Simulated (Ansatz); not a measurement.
## Which start gave this state of NiS?

The cell (4 atoms) is NiS as a measured crystal structure (space group P6_3/mmc). Source: COD entry 1010435; it may be a high-temperature, high-pressure or metastable form.

```yaml
crystal:
  lattice:
    - [3.42000, 0.00000, 0.00000]
    - [-1.71000, 2.96181, 0.00000]
    - [0.00000, 0.00000, 5.30000]
  atoms:
    - { symbol: Ni, position: [0.00000, 0.00000, 0.00000] }
    - { symbol: Ni, position: [0.00000, 0.00000, 0.50000] }
    - { symbol: S, position: [0.33333, 0.66667, 0.25000] }
    - { symbol: S, position: [0.66667, 0.33333, 0.75000] }
```

Numbers behind element symbols give the atom's place in this list.

Computed with DFT, LDA+U, PAW, plane waves, scalar-relativistic (Ansatz).

| Item | Value |
| --- | --- |
| Hubbard term (Dudarev form) | U − J = 6.2 eV on Ni d, on Löwdin-orthonormalised all-electron atomic orbitals |
| Plane-wave cutoff | 420 eV |
| k-point mesh | 8×8×5 (Γ-centred) |
| Occupations | Gaussian smearing, 0.03 eV |

The total moment includes the space between the atomic spheres.

A static U favours moments and orbital order; the result depends on U and need not be the measured state.

A plain SCF has the search for lower states switched off and ends at the first converged state.

One run gave this history:

| iteration | Harris–Foulkes energy + 13283 (eV) | largest residual (eV) | M (μB) | absolute moment (μB) |
| --- | --- | --- | --- | --- |
| 1 | 0.5067 | 1.73e+01 | 0.00 | 0.94 |
| 2 | 1.5220 | 5.41e-01 | 0.00 | 1.60 |
| 3 | 1.3022 | 6.37e-01 | 0.00 | 1.58 |
| 4 | 1.2359 | 3.21e-01 | 0.00 | 1.95 |
| 5 | 1.0223 | 1.37e-01 | 0.00 | 2.09 |
| 6 | 0.8911 | 2.04e-01 | 0.00 | 2.03 |
| 7 | 0.7937 | 5.29e-02 | 0.00 | 2.26 |
| 9 | 0.6541 | 5.33e-02 | 0.00 | 2.43 |
| 11 | 0.5226 | 3.62e-01 | 0.00 | 2.65 |
| 13 | 0.3724 | 9.60e-01 | 0.00 | 2.85 |
| 15 | 0.3766 | 7.64e-01 | 0.00 | 2.93 |
| 17 | 0.3475 | 9.62e-01 | 0.00 | 3.02 |
| 19 | 0.4897 | 2.71e-02 | 0.00 | 2.88 |
| 21 | 0.4835 | 2.45e-03 | 0.00 | 2.80 |
| 23 | 0.4804 | 5.69e-05 | 0.00 | 2.76 |
| 25 | 0.4804 | 6.83e-07 | 0.00 | 2.75 |
| 27 | 0.4804 | 2.79e-09 | 0.00 | 2.75 |

It ended antiferromagnetic, site moments Ni1 1.21, Ni2 -1.21 μB, total 0.00 μB per cell, a gap of 0.72 eV on the k-mesh.

Question: These set-ups ended in different states. Which one gave the run above?
A. no spin polarisation
B. usual moments times 0.65, signs +-, plain SCF [Ni1 1.30, Ni2 -1.30 μB]
C. spin on, no moments given (the program may seed its own), plain SCF

Answer: B. The others ended as follows, with energies against this run: “no spin polarisation” non-magnetic (no spin polarisation), +215 meV/atom; “spin on, no moments given (the program may seed its own), plain SCF” ferromagnetic, +156 meV/atom.
